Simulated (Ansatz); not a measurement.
SnC (CsCl type, Pm-3m), a = b = c = 3.0565 Å, α = β = γ = 90.00°.

Relaxed with PBEsol.

Task: Decompose the optical modes at the zone centre into irreducible representations, and say which are infrared and Raman allowed.

Result: Point group m-3m: Γ_opt = T1u. Infrared: T1u. Raman: none.

Task: Assign frequencies (DFPT, plane-wave PAW PBEsol (Ansatz code)).

Result: T1u 172i cm⁻¹.

A made-up cell: these elements were put on the sites of a structure type; neither database checked (COD, Materials Project) lists it. Its standing as an ambient phase is unchecked. The PBEsol relaxation kept the symmetry of its start. At this level the phase is dynamically unstable (imaginary phonons). As this level gives no gap, phonon frequencies hold no LO–TO term and depend on the k-mesh and smearing (Fermi–Dirac, 0.1 eV here). Spin–orbit coupling is left out wherever it is not named.

Potentials: the earlier of the program's two PAW sets. The files were generated under PBE; for other functionals the program regenerates the frozen cores, and for LDA and PBEsol the local potential too.
